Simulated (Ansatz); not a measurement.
RbBr:
Space group Fm-3m (No. 225); a = b = c = 6.8439 Å, α = β = γ = 90.00°

```
atom  site  symmetry       x       y       z
----  ----  --------  ------  ------  ------
Rb      4a      m-3m  0.0000  0.0000  0.0000
Br      4b      m-3m  0.5000  0.5000  0.5000
```
(The calculation used a cell of 2 atoms; values per cell refer to that cell.)

Relaxed with PBEsol. The program Ansatz at the PBEsol level (PAW) gives a gap of 4.22 eV.

Task: What gap does HSE06 give on the same cell (Ansatz, PAW)?

Result: 5.54 eV, 1.31 eV more. The hybrid was solved on a coarser mesh and at special points; its gap is the smallest among all of these.

| k | v1 PBEsol | c1 PBEsol | v1 HSE06 | c1 HSE06 |
|---|---|---|---|---|
| Γ | 0.00 | 4.22 | 0.00 | 5.54 |
| X | -0.16 | 5.50 | [?] | [?] |
| L | -0.37 | 6.68 | [?] | [?] |
| W | -0.36 | 6.98 | [?] | [?] |
| K | -0.27 | 6.24 | [?] | [?] |

Task: Top valence (v1) and lowest conduction level (c1) in eV from each method's valence maximum (which need not be a listed point): supply the withheld HSE06 values.

Result: 
- W, v1 HSE06: -0.37
- W, c1 HSE06: 8.28
- X, v1 HSE06: -0.17
- X, c1 HSE06: 6.75
- L, v1 HSE06: -0.37
- L, c1 HSE06: 7.97
- K, v1 HSE06: -0.28
- K, c1 HSE06: 7.51

Cost on shared cores: the PBEsol run (SCF on a 7×7×7 mesh, then bands and DOS) about 15 core-seconds (a rough figure), the HSE06 run (SCF on 5×5×5, then a few points) about 120 core-seconds (a rough figure); the tasks are unlike.

Symmetry was held in the PBEsol relaxation. Scalar-relativistic: spin–orbit coupling is off unless named, which matters more the heavier the elements.

Potentials: the later of the program's two PAW sets.
